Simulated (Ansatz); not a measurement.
## Li₂MgH₂N₂: Mg-25 nuclear quadrupole resonance

Cell: a computed structure from the Materials Project (it need not be an observed phase).

Space group Pbcn (No. 60); a = 5.1368, b = 9.7679, c = 5.2360 Å.

| site | Wyckoff | site symmetry | x | y | z |
| --- | --- | --- | --- | --- | --- |
| Li1 | 4c | .2. | 0.0000 | 0.2543 | 0.2500 |
| Li5 | 4c | .2. | 0.5000 | 0.5119 | 0.2500 |
| Mg | 4c | .2. | 0.5000 | 0.2387 | 0.2500 |
| H | 8d | 1 | 0.8332 | 0.4431 | 0.4499 |
| N | 8d | 1 | 0.7281 | 0.3573 | 0.5028 |

One atom of each set is listed.

Computed with Ansatz: DFT, PBE, plane waves and PAW, scalar-relativistic, 420 eV cutoff, Γ-centred 6×3×5 k-points, Fermi–Dirac smearing 0.02 eV.

Mg-25: I = 5/2, Q = 199.4 mb (year-2017 value). Static lattice, zero field.

(1) Predict the zero-field Mg-25 lines of each site.

Answers

(1) For I = 5/2 and η = 0 the lines are 3|C_Q|/20 and twice that; η pulls their ratio below 2. At large η the states mix, and weaker lines appear at sums of the main ones; lines under 5 % of the strongest are left out.

```json
{"site": "Mg", "atoms": "4", "V_zz (10²¹ V/m²)": "-1.23", "C_Q (MHz)": "-5.93", "η": "0.71", "line frequencies (MHz)": "1.29, 1.64, 2.93"}
```
